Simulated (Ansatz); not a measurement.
An Ansatz input:

```yaml
crystal:
  lattice:
    - [2.6885733537, 0.0, 0.0]
    - [-1.3442866768, 2.3283728243, 0.0]
    - [0.0, 0.0, 8.7805592556]
  atoms:
    - { symbol: Rh, position: [1.0, 1.0, 0.0], spin: 1.0 }
    - { symbol: Rh, position: [1.0, 1.0, 0.5], spin: 1.0 }
    - { symbol: Rh, position: [0.3333333333, 0.6666666667, 0.25], spin: 1.0 }
    - { symbol: Rh, position: [0.6666666667, 0.3333333333, 0.75], spin: 1.0 }
hamiltonian:
  xc: mr2scan
  pseudopotentials:
    kind: paw
    azcp:
      Rh: "pseudopotentials/Rh.paw.azcp"
basis:
  ecutwfc: 500
  fft_grid_basis: typed
kpoints:
  mp_grid: { grid: [18, 18, 5], shift: [0, 0, 0] }
magnetization:
  spin_polarized: true
scf:
  occupations: { method: fermi_dirac, width: 0.05 }
```

Terminal output

```
Engine: ansatz 0.2.0, aarch64-unknown-linux-gnu
Pseudopotentials: kind: paw
Pseudopotential: Rh, paw, valence charge 17, recommended cutoff 500 eV (meta_gga) 
Functional definition: m-r2SCAN
  exchange = m_r2scan_x
  correlation = m_r2scan_c
Crystal: 4 atoms, lattice volume = 54.966 Å³
Basis set: ecut = 500 eV, 1389 PW (Γ), exchange–correlation on 80×80×288 points (64 copies of the dense FFT grid, shifted against one another)
Bands: 44, of which v1, the nominal top of the filled ones, is band 34 counted from 1 (33 counted from 0)
Symmetry: 24 space group operations
Space group: P63/mmc (ITA 194), of the structure as read, at distance tolerance 3.8e-5 Å
Magnetic group: BNS 194.263 (UNI 1493), of the structure as read, at distance tolerance 3.8e-5 Å
k-points: 111 of 1620
Non-local potential: Rh, projectors of the file, l = 0: 3, l = 1: 2, l = 2: 2, l = 3: 1
PAW form: soft (Blöchl's): semilocal exchange-correlation on the pseudo side does not see the compensation charge
PAW frozen core: Rh, regenerated for the run's functional (the file was generated under x = pbe(κ = 0.804, μ = 0.2195149727645171), c = pbe(β = 0.06672455060314922))
PAW one-centre angular grid: Rh, 590 points (default); XC on 160 Gauss nodes
Initial density: superposition of atomic densities (chi_scale 0.1, normalization cell)
Starting moments: Σ|m| = 4 μB on 4 of 4 sites
Initial wavefunctions: pseudopotential atomic-orbital guess
Functional: x = mr2scan, c = mr2scan; τ floored in thin density (d = 2e-4 eV/Å³)
SCF iter   1: F=—  HF=-25662.640742 eV  |F-HF|=—  |Δ(HF+E_count)|=         —  Δρ=6.01e-2 (↑6.01e-2 ↓4.24e-2)  dr2=5.03e0  dr2_τ=4.29e-2  dr2_m=1.26e-1  M=2.631 μB ∫|m|=2.632 μB  β_m=0.88  ethr=3.10e-3  ⟨swp⟩=6.1  Hψ=33988  notcnv=0  defer=15
Mixer restart at iter 1: flushing history
spin=Collinear: Kerker preconditioning applied to the charge; magnetization (m = ρ↑ − ρ↓) channel mixes plain (no charge-response kernel on spin).
SCF iter   2: F=—  HF=-25661.045324 eV  |F-HF|=—  |Δ(HF+E_count)|=    1.60e0  Δρ=3.37e-2 (↑3.37e-2 ↓2.85e-2)  dr2=1.92e0  dr2_τ=2.06e-2  dr2_m=1.45e-2  M=2.301 μB ∫|m|=2.331 μB  β_m=0.54  ethr=3.10e-3  ⟨swp⟩=2.4  Hψ=15249  notcnv=0  defer=526  κ⁻¹=1.0e0(r=1)
SCF iter   3: F=—  HF=-25660.682971 eV  |F-HF|=—  |Δ(HF+E_count)|=   3.62e-1  Δρ=1.05e-2 (↑1.05e-2 ↓1.02e-2)  dr2=1.37e-1  dr2_τ=2.32e-3  dr2_m=3.64e-3  M=1.707 μB ∫|m|=1.861 μB  β_m=1.00  ethr=2.83e-3  ⟨swp⟩=2.4  Hψ=16059  notcnv=0  defer=526  κ⁻¹=4.1e-2(r=2)
SCF iter   4: F=—  HF=-25661.405376 eV  |F-HF|=—  |Δ(HF+E_count)|=         —  Δρ=3.76e-2 (↑3.63e-2 ↓3.76e-2)  dr2=3.45e-2  dr2_τ=5.78e-2  dr2_m=6.62e-1  M=-0.322 μB ∫|m|=0.322 μB  β_m=1.00  ethr=2.02e-4  ⟨swp⟩=2.5  Hψ=17796  notcnv=0  defer=541
Mixer restart at iter 4: flushing history
SCF iter   5: F=—  HF=-25661.022807 eV  |F-HF|=—  |Δ(HF+E_count)|=   3.83e-1  Δρ=4.51e-3 (↑4.51e-3 ↓4.19e-3)  dr2=3.01e-3  dr2_τ=9.25e-4  dr2_m=8.00e-3  M=-0.049 μB ∫|m|=0.049 μB  β_m=0.35  ethr=7.35e-5  ⟨swp⟩=2.0  Hψ=18853  notcnv=0  defer=531
...
SCF iter  17: F=—  HF=-25661.024356 eV  |F-HF|=—  |Δ(HF+E_count)|=   2.82e-9  Δρ=1.52e-6 (↑1.16e-6 ↓1.52e-6)  dr2=1.58e-9  dr2_τ=5.34e-11  dr2_m=3.34e-10  M=-0.000 μB ∫|m|=0.000 μB  β_m=1.00  ethr=8.57e-12  ⟨swp⟩=2.0  Hψ=16269  notcnv=0  defer=518  κ⁻¹=1.6e-5(r=8)
SCF iter  18: F=—  HF=-25661.024356 eV  |F-HF|=—  |Δ(HF+E_count)|=  5.68e-10  Δρ=1.49e-6 (↑1.49e-6 ↓1.19e-6)  dr2=3.27e-9  dr2_τ=7.46e-11  dr2_m=2.46e-10  M=-0.000 μB ∫|m|=0.000 μB  β_m=0.85  ethr=2.32e-12  ⟨swp⟩=1.0  Hψ=25219  notcnv=0  κ⁻¹=1.5e-5(r=8)
SCF iter  19: F=—  HF=-25661.024356 eV  |F-HF|=—  |Δ(HF+E_count)|=  3.64e-11  Δρ=1.48e-6 (↑1.48e-6 ↓6.12e-7)  dr2=2.41e-9  dr2_τ=5.18e-11  dr2_m=3.14e-10  M=-0.000 μB ∫|m|=0.000 μB  β_m=0.50  ethr=2.32e-12  ⟨swp⟩=2.0  Hψ=18213  notcnv=0  κ⁻¹=4.2e-5(r=8)
SCF iter  20: F=-25661.024356 eV  HF=-25661.024356 eV  |F-HF|=1.28e-9  |Δ(HF+E_count)|=  5.42e-10  Δρ=8.56e-7 (↑8.56e-7 ↓4.05e-7)  dr2=1.52e-9  dr2_τ=1.50e-11  dr2_m=3.64e-11  M=-0.000 μB ∫|m|=0.000 μB  ethr=2.32e-12  ⟨swp⟩=2.0  Hψ=16331  notcnv=0
SCF 1 converged in 20 iterations: F = -25661.024356 eV  dr2 = 1.52e-9
WARN: the starting moments were not kept: the SCF closed with an absolute magnetisation of 5.2e-6 μB, where they sum to 4 μB in size (4 sites). That is at most 0.1 of that sum. Measured as dr2_m measures the in/out step, that magnetisation stands 2.0e-12 eV from none, at or under the dr2_threshold of 1.0e-7 eV: it is no larger than a step whose dr2_m would equal this threshold. The system may hold no moment; this SCF shows only that its start led to no more than that. To try another start: raise the starting moments (crystal.atoms[].spin, magnetization.per_species, magnetization.initial_magnetization, or on a non-collinear deck that types none of these the spinor_matrix: blocks that start its atoms; where the total moment is fixed, keep their sum and leave initial_magnetization as it is; typed ones take the place of any that the run laid by itself, positive ones on a crystal's lanthanoids without a Hubbard term where scf.initial_density.shell_occupations: [] is typed) or, if the notice of its spin-set hold's release reads "site moments contracting" or "site moments show no strong build", lengthen the hold (scf.mixing.spin_hold: { on: { confirm: 4 } }; for m-r²SCAN on two components see the key's manual first). Each may lead to a state that holds a moment. A second SCF, from the converged charge density, with the starting moments and any scf.initial_density.shell_occupations laid on it anew, would have followed, and was not run: the deck does not ask for one (magnetization.retry_lost_moments is false, the default). To let it run, set magnetization.retry_lost_moments: true and run the deck again, where that key's refused combinations let it; where memory then withholds it, that run's warning says so.
this state was not tested for a lower state beside it, because the mixer in use, unlike msr1, does not test its closes by its own steps (another_mixer; see scf.mixing.algorithm and scf.lower_state_search)
SCF converged after 20 iterations
Magnetization: -0.0000 μB (34.0000 up, 34.0000 down)
Absolute magnetization: 0.0000 μB (∫|ρ↑−ρ↓|, with the PAW one-centre terms)
Spin contamination: 0.0000 ħ² per cell (⟨S²⟩ above its minimum at these occupations)
Per-site moments (μB) at R_I (Å): [(2.0332939779753493e-7, 1.1090125492596654), (2.0332939777349632e-7, 1.1090125492596654), (-1.3202603500421406e-6, 1.1090125492596654), (-1.3202603498538039e-6, 1.1090125492596654)]
Free energy (F): -25661.024356 eV
Harris-Foulkes:  -25661.024356 eV  (|F-HF|=1.28e-9)
Internal energy: -25660.979352 eV  (E = F + TS)
E sigma→0 (E₀):  -25661.001854 eV
Entropy (-TS):   -0.045004 eV (-11.251 meV/atom)
Fermi energy:    22.255856 eV
--- Per-component energies (eV) ---
  E_band       = -408.385452
  E_kinetic    = 2292.912438
  E_local      = -6255.112679  (includes V_loc(G=0)·N_el)
  E_nonlocal   = 1421.586522
  E_hartree    = 2201.374456
  E_xc         = -867.262830
  E_vxc        = -1256.571046  (∫ρ·V_xc dr)
  E_paw        = -14416.896534  (= ΣΔE_a)
  E_vpaw       = -1098.969859  (= ΣTr[D̂ρ^β])
  E_aug_tail   = 0.002653  (compensation charges beyond the density's cutoff)
  E_vtau       = 85.017656  (kinetic-family band-sum trace: ∫τ·v_τ [+ j·A + Jᵃ·Aᵃ] dr)
  E_ewald      = -10036.103541
  E_core_change = -1.479838  (= ΣΔE_core)
  E_smearing   = -0.045004  (= −TS)
  E_closure    = -0.000000  (closes the sum)
  Σ components = -25661.024356   (vs F -25661.024356, Δ=0.00e0)
```
